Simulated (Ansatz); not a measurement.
ZnCu2SnSe4 (kesterite type, space group I-4)

```
ZnCu2SnSe4
1.0
   -2.88187     2.88187     5.76308
    2.88187    -2.88187     5.76308
    2.88187     2.88187    -5.76308
Cu Zn Sn Se
2 1 1 4
Direct
  0.00000   0.00000   0.00000
  0.75000   0.25000   0.50000
  0.25000   0.75000   0.50000
  0.50000   0.50000   0.00000
  0.63877   0.62946   0.52869
  0.10077   0.11008   0.47131
  0.37054   0.89923   0.00931
  0.88992   0.36123   0.99069
```

The slice is a (001) plane (indices of the conventional cell) through the point (0.370, 0.899, 0.009) (fractional), spanned by u = [101] and v = [011] in vectors of this cell: u (5.76 Å) and v (5.76 Å, at 90° to u). It covers one period; positions are fractions (u, v).

Level of theory: PBE (plane waves to 420 eV, PAW, scalar-relativistic; Ansatz, an electronic-structure program). k mesh 8×8×8. Inside the PAW spheres the values are not all-electron values, and peaks at nuclei hang on which shells count as valence. At this level the bands of ZnCu2SnSe4 touch or barely overlap. The PAW data are Ansatz's earlier set. ZnCu2SnSe4 is run without spin polarisation. ZnCu2SnSe4 was relaxed with its symmetry unable to fall.

### Question
Predict the map of the electrostatic potential energy of an electron, from the cell's mean on the slice.

### Answer
```
|xxxxx0478899999999998750xxxx|
|xxxxx0578888999999998751xxxx|
|xxxx025777888899999887630xxx|
|xxx01466677788899888877520xx|
|0002456666778888888877765300|
|4445555556677888888777776654|
|7666655555667788887776677777|
|8877665555666777777776677888|
|8887665555555444566677777888|
|8887766665532000024667778888|
|988877766530xxxxxx0467888899|
|99888777640xxxxxxxx157888999|
|99988887630xxxxxxxx037889999|
|9999988762xxxxxxxxxx26899999|
|9999998862xxxxxxxxxx16899999|
|9999999862xxxxxxxxxx26899999|
|99999998740xxxxxxxx036899999|
|99999988751xxxxxxxx057899999|
|999998887640xxxxxx0467899999|
|9999888877642000014678888999|
|7888888877776544567788888887|
|4566777788888877788888877655|
|0013577888899999999888775300|
|xxx02578889999999999887520xx|
|xxxx036889999999999988630xxx|
|xxxxx1578999999999999750xxxx|
|xxxxx0578999999999999750xxxx|
|xxxxx0478999999999998740xxxx|
```
Scale: ten equal steps from -2.00 (start of '0') to 6.55 (end of '9'), in the order '0123456789'. Values: electrostatic potential energy of an electron, from the cell's mean, in eV. The map has 28 points along u (one character each, u = 0 at the left) and 28 along v (v = 0 in the bottom row). Points within 1 Å of a nucleus are blanked (x), as the pseudised field means little there. Values under -2 eV are set to -2. The zero, the cell's mean, hangs on the PAW cores.
